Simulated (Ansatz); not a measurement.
Name crystals whose computed values (PBEsol in the plane-wave PAW code Ansatz) fall in these windows: Θ_D (K) 310 to 390; G_Hill (GPa) 24 to 33.



```json
[
 {"crystal": "TiS2, CdI2 type", "Θ_D (K)": "359", "G_Hill (GPa)": "28.1"},
 {"crystal": "Mg2Sn, fluorite or antifluorite type", "Θ_D (K)": "310", "G_Hill (GPa)": "27.8"},
 {"crystal": "TiS2, Fd-3m (Ti on 16c, S on 32e)", "Θ_D (K)": "379", "G_Hill (GPa)": "30.8"},
 {"crystal": "MnF2, rutile", "Θ_D (K)": "375", "G_Hill (GPa)": "27.4"},
 {"crystal": "Sc, fcc (Cu type)", "Θ_D (K)": "323", "G_Hill (GPa)": "24.6"}
]
```
Others may fit too.

Spin orders computed, not proven ground states: MnF2, rutile antiferromagnetic. Not the usual ambient phase: TiS2, Fd-3m (Ti on 16c, S on 32e); Sc, fcc (Cu type). Began spin-polarised and lost the moments: TiS2, CdI2 type. Weakly bound layers, chains or molecules computed without a dispersion correction, so cells and soft constants are ill determined: TiS2, CdI2 type. All cells were relaxed under the symmetry of their starts (and spin orders); stability against distortions was not tested throughout. Rows with no word on spin ran without spin polarisation. No Hubbard U is applied. Spin–orbit coupling is left out wherever it is not named.

Potentials: the later of the program's two PAW sets.
